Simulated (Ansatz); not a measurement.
# Cs2PbI2Cl2 (I4/mmm) by several functionals

All numbers come from Ansatz 0.2.0. No spin polarisation and no zero-point or thermal motion.

The cell is Cs2PbI2Cl2 (I4/mmm) from a database of computed structures; cell and atoms were relaxed with r2SCAN. The symmetry is I4/mmm (No. 139, tetragonal); a = 5.696 Å, c = 19.215 Å in the conventional setting, 44.52 Å³ an atom. Around Cs lie 4 Cl at 3.79 Å and 5 I at 3.89–4.09 Å; around Pb lie 4 Cl at 2.85 Å and 2 I at 3.22 Å; around I lie 1 Pb at 3.22 Å and 5 Cs at 3.89–4.09 Å; around Cl lie 2 Pb at 2.85 Å and 4 Cs at 3.79 Å.

Relaxed lattice by functional, symmetry kept:

| functional | k mesh | a (Å) | c (Å) | volume (Å³/atom) |
| --- | --- | --- | --- | --- |
| PBE | 6×6×6 | 5.764 | 19.488 | 46.25 |
| r2SCAN | 6×6×6 | 5.696 | 19.215 | 44.52 |

On this one geometry the levels give:

| level | k mesh | gap (eV) | kind | edges | least direct gap (eV) | rough cost |
| --- | --- | --- | --- | --- | --- | --- |
| PBE | 6×6×6 | 2.45 | direct | X | 2.45 | 2.1 core-minutes |
| r2SCAN | 6×6×6 | 2.83 | direct | X | 2.83 | 3 core-minutes |
| HSE06 | 4×4×4 | 3.17 | direct | X | 3.17 | 50 core-minutes |

PBE: smearing of 0.02 eV; the others have fixed occupations.
Wave cutoffs: 420 eV, 500 eV (r2SCAN).
Costs come from shared machines and give only the order; PBE's includes the band path. The runs had 4 threads of Arm Neoverse N1, with other jobs on the host.

HSE06 gives a direct gap of 3.17 eV at X.

r2SCAN covers 52 % of the step from PBE to HSE06, while HSE06 needs about 18 times r2SCAN's cost (on a coarser mesh). Among these functionals the gap stays direct.

Spin-orbit coupling is left out; in compounds of Pb, Bi, Tl or Hg it can lower a gap by up to about 1 eV, split its edges or invert the bands.
